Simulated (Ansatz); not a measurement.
AgW:
```cif
data_AgW
_chemical_formula_sum 'Ag1 W1'
_space_group_name_H-M_alt 'P4/mmm'
_space_group_IT_number 123
_space_group_name_Hall '-P 4 2'
_cell_length_a 2.66559
_cell_length_b 2.66559
_cell_length_c 4.55420
_cell_angle_alpha 90.000
_cell_angle_beta 90.000
_cell_angle_gamma 90.000
loop_
_atom_site_label
_atom_site_type_symbol
_atom_site_symmetry_multiplicity
_atom_site_Wyckoff_symbol
_atom_site_fract_x
_atom_site_fract_y
_atom_site_fract_z
_atom_site_occupancy
Ag1 Ag 1 a 0.00000 0.00000 0.00000 1
W1 W 1 d 0.50000 0.50000 0.50000 1
```

Relaxed with r²SCAN.

Q: Which orbitals make up the states near the Fermi level in plane-wave PAW r²SCAN (Ansatz code)?

A: Within 0.5 eV of the Fermi level: W 5d 73 %, Ag 4d 10 %, outside the projected shells 9 %. Projections are on Löwdin-orthogonalised atomic valence shells; empty p or d shells of many metals are not among them.

Q: Tabulate the density of states.

A: States/eV per cell of 2 atoms, in 0.25 eV bins, energy from the Fermi level.

```csv
E (eV),total,Ag 4d,W 5d,Ag 5s
-7.85,0.20,0.01,0.00,0.08
-7.60,0.24,0.01,0.01,0.09
-7.35,0.34,0.06,0.02,0.10
-7.10,0.98,0.54,0.08,0.13
-6.85,2.61,1.85,0.20,0.21
-6.60,3.82,2.92,0.32,0.23
-6.35,4.41,3.52,0.41,0.21
-6.10,3.30,2.76,0.36,0.11
-5.85,3.55,2.89,0.47,0.13
-5.60,4.91,3.88,0.77,0.16
-5.35,2.87,2.38,0.32,0.11
-5.10,3.15,2.52,0.27,0.30
-4.85,2.83,2.49,0.17,0.12
-4.60,2.41,2.18,0.13,0.05
-4.35,3.53,3.11,0.25,0.08
-4.10,2.57,2.05,0.27,0.12
-3.85,1.75,1.11,0.37,0.11
-3.60,1.68,0.79,0.63,0.10
-3.35,1.60,0.45,0.86,0.10
-3.10,1.89,0.45,1.14,0.10
-2.85,1.85,0.45,1.13,0.08
-2.60,1.83,0.39,1.18,0.08
-2.35,1.93,0.39,1.32,0.06
-2.10,1.66,0.27,1.18,0.05
-1.85,1.42,0.23,1.01,0.04
-1.60,1.20,0.16,0.88,0.03
-1.35,1.30,0.13,0.98,0.04
-1.10,1.67,0.16,1.24,0.04
-0.85,1.53,0.14,1.13,0.03
-0.60,1.55,0.16,1.16,0.02
-0.35,1.62,0.17,1.23,0.03
-0.10,1.45,0.16,1.09,0.04
0.15,1.26,0.13,0.91,0.06
0.40,0.88,0.09,0.57,0.09
0.65,0.47,0.04,0.38,0.02
0.90,0.51,0.04,0.43,0.01
1.15,0.89,0.07,0.74,0.02
1.40,1.53,0.10,1.27,0.02
1.65,1.54,0.09,1.24,0.04
1.90,1.99,0.11,1.57,0.07
2.15,1.93,0.07,1.53,0.10
2.40,1.60,0.05,1.26,0.10
2.65,1.71,0.05,1.35,0.13
2.90,1.74,0.05,1.36,0.14
3.15,1.67,0.04,1.28,0.15
3.40,1.38,0.03,0.95,0.15
3.65,0.98,0.02,0.56,0.13
3.90,0.82,0.02,0.42,0.12
4.15,0.70,0.01,0.33,0.11
4.40,0.69,0.01,0.32,0.09
4.65,0.63,0.01,0.27,0.08
```

The start of the workflow was typed in or built on a structure type; neither database checked (COD, Materials Project) lists it. Its standing as an ambient phase is unchecked. Symmetry was held in the r²SCAN relaxation. At this level the phase is mechanically unstable. The run is not spin-polarised. Its formation energy is positive at this level, so the cell may be metastable or incomplete. Scalar-relativistic: spin–orbit coupling is off unless named, which matters more the heavier the elements.

Potentials: the later of the program's two PAW sets.
